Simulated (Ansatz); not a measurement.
FeCo (CsCl type)

```xyz
2
Lattice="2.8451 0.0000 0.0000 0.0000 2.8451 0.0000 0.0000 0.0000 2.8451" Properties=species:S:1:pos:R:3 pbc="T T T"
Fe     0.0000     0.0000     0.0000
Co     1.4225     1.4225     1.4225
```

This relaxed cell (volume V₀) is scaled evenly in all directions, its shape held. Symmetry pins the atoms to their sites.

The numbers are results of PBE (plane waves to 420 eV, PAW, scalar-relativistic; Ansatz, a quantum-chemistry and plane-wave program), not measurements. k mesh 16×16×16 (Γ-centred), Fermi-Dirac smearing 0.05 eV. E stands for the smeared free energy. Stress and pressure are positive under compression. FeCo was relaxed with its symmetry unable to fall. Relaxed FeCo ends ferromagnetic. Other magnetic orders were not checked, so this need not be the ground state. ΔE is measured from the relaxed starting cell. The last digit holds for this mesh only.

```json
[
 {"V (Å³/atom)": "10.363", "ΔE (meV/atom)": "83.4"},
 {"V (Å³/atom)": "10.555", "ΔE (meV/atom)": "55.8"},
 {"V (Å³/atom)": "10.747", "ΔE (meV/atom)": "34.5"},
 {"V (Å³/atom)": "10.939", "ΔE (meV/atom)": "18.8"},
 {"V (Å³/atom)": "11.131", "ΔE (meV/atom)": "8.1"},
 {"V (Å³/atom)": "11.323", "ΔE (meV/atom)": "2.0"},
 {"V (Å³/atom)": "11.515", "ΔE (meV/atom)": "0.0"},
 {"V (Å³/atom)": "11.707", "ΔE (meV/atom)": "1.9"},
 {"V (Å³/atom)": "11.899", "ΔE (meV/atom)": "withheld"},
 {"V (Å³/atom)": "12.091", "ΔE (meV/atom)": "15.8"},
 {"V (Å³/atom)": "12.283", "ΔE (meV/atom)": "27.2"},
 {"V (Å³/atom)": "12.474", "ΔE (meV/atom)": "41.3"},
 {"V (Å³/atom)": "12.666", "ΔE (meV/atom)": "57.8"}
]
```

### Question
Fit a third-order Birch-Murnaghan form (E₀, V₀, B₀, B₀′ free) to the given rows and predict ΔE at V = 11.899.

### Answer
Least squares on the 12 given rows: ΔE = E₀ + (9V₀B₀/16)·y²·[2 + (B₀′ − 4)y], y = (V₀/V)^(2/3) − 1, with V₀ = 11.513 Å³/atom, B₀ = 191.3 GPa (160.2 GPa = 1 eV/Å³; the term in eV is multiplied by 1000), B₀′ = 4.55, E₀ = 0.00 meV/atom; root-mean-square residual 0.05 meV/atom. At 11.899 the fit gives 7.3 meV/atom; the calculation gives 7.2 meV/atom, so the interpolation is off by 0.1 (+1.4 %). For the pressure the fit gives -5.9 GPa against the computed -5.8 GPa.

(Under strain, the slope of the energy per volume gives the stress and its curvature an elastic modulus.)
